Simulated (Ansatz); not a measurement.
Trial structures of Ca3Zr2N: starts and ends

Level of theory: Ansatz 0.2.0, DFT PBE, scalar-relativistic, plane waves, PAW. All cells share a 420 eV cutoff and Γ-centred k meshes spaced at most about 0.3 Å⁻¹ (about 0.25 or finer for metals, 2π included). Collinear spin in cells that started with moments and kept them past the coarse steps, no spin elsewhere.

Each guess was relaxed in cell and atoms at zero pressure, within the symmetry of its start. Temperature and zero-point effects are left out. Coordination counts Ca or Zr atoms around N (for each partner element, those within 1.25 times its shortest distance or 1.15 times the sum of covalent radii, where it is the nearest in units of that sum or under 1.3; a plus sign parts groups by distance over the sum of covalent radii).

| guess | made from | start group | V start (Å³/atom) | end group | V end (Å³/atom) | coordination at the end | gap on mesh (eV) | largest moment (μB) | E over the lowest end (meV/atom) |
| --- | --- | --- | --- | --- | --- | --- | --- | --- | --- |
| 1 | random cell | P6/mmm | 20.4 | ? | ? | ? | ? | ? | ? |
| 2 | random cell | P4/mmm | 23.9 | P4/mmm | 31.4 | N 2 | 0 | - | 1384 |
| 3 | Li3Tl2Cd type | P4/mmm | 18.5 | P4/mmm | 23.2 | N 8 | 0 | - | 176 |
| 4 | Na3BrCl2 type | P-3m1 | 17.6 | P-3m1 | 25.0 | N 6 | 0 | 0.2 | 0 |
| 5 | Hf2GaSb3 type | P-4m2 | 17.4 | P-4m2 | 24.9 | N 4+4 | 0 | 0.2 | 399 |

Guess 1 as it starts:

```
Ca Zr N
1.0
     4.93222    0.00000    0.00000
    -2.46611    4.27143    0.00000
     0.00000    0.00000    5.81025
Ca Zr N
3 2 1
Cartesian
  2.4661 0.0000 0.0000
  -1.2331 2.1357 0.0000
  1.2331 2.1357 0.0000
  0.0000 0.0000 1.2393
  0.0000 0.0000 4.5709
  0.0000 0.0000 2.9051
```

**Question.** Predict the end of this guess and its energy over the lowest end.

**Answer.** It ends in space group P6/mmm (No. 191), with a = 7.108 Å, c = 6.568 Å, 47.9 Å³/atom and no gap, without spin. It lies 0.59 eV/atom over the lowest end, above guess 5 and below guess 2. Counting Ca or Zr atoms around N, this end has N 2 and the lowest (guess 4) has N 6.

```cif
data_structure
_symmetry_space_group_name_H-M 'P6/mmm'
_symmetry_Int_Tables_number 191
_cell_length_a 7.1083
_cell_length_b 7.1083
_cell_length_c 6.5677
_cell_angle_alpha 90.000
_cell_angle_beta 90.000
_cell_angle_gamma 120.000
_cell_volume 287.39
loop_
_atom_site_label
_atom_site_type_symbol
_atom_site_symmetry_multiplicity
_atom_site_Wyckoff_symbol
_atom_site_fract_x
_atom_site_fract_y
_atom_site_fract_z
_atom_site_occupancy
Ca1 Ca 3 f 0.50000 0.00000 0.00000 1
Zr1 Zr 2 e 0.00000 0.00000 0.21107 1
N1 N 1 b 0.00000 0.00000 0.50000 1
```

The zero of energy is the elements' standard structures at the same level (N₂ as a molecule); no fitted shifts are applied.

**Question.** Is the lowest end bound against the elements?

**Answer.** Yes: its formation energy is −0.03 eV/atom. It lies below the elements, which doesn't yet make it stable against other compounds or structures.

A magnetic state wasn't ruled out in cells without spin, among them P6/mmm. Another magnetic order may lie lower. Cells relaxed within their symmetry can be saddle points. A lower structure may well exist outside this small set. Some structure types and database cells were kept out of the candidates from the start, so a known form may be missing.
